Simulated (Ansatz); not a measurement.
Simulated powder pattern, Co Kα, λ = 1.79026 Å (kinematic, ideal powder, no thermal factors, no anomalous dispersion; the 30 strongest lines at most, above 1 %, up to 2θ = 90°):

| 2θ (°) | I/Imax (%) |
|---|---|
| 39.05 | 100 |
| 56.42 | 69 |
| 70.75 | 23 |
| 83.90 | 11 |

The pattern belongs to a structure relaxed with the program Ansatz at the PBE level (PAW).

**Question.** Pick the material that matches.
A) MoPt, rock salt
B) Ru, hcp (Mg type)
C) ZrRu, rock salt
D) TiC, rock salt

**Answer.** C, ZrRu, rock salt

**Question.** Give the lattice parameters.

**Answer.** a = 5.356 Å.

Space group Fm-3m (rock salt). The start of the workflow was typed in or built on a structure type; neither database checked (COD, Materials Project) lists it. COD files the formula under space group No. 221, so this cell is another polymorph or a model. Whether it is the stable phase at ambient conditions was not checked. The PBE relaxation kept the symmetry of its start; its stability against distortions is not shown here. No spin polarisation was allowed.

Potentials: the earlier of the program's two PAW sets.
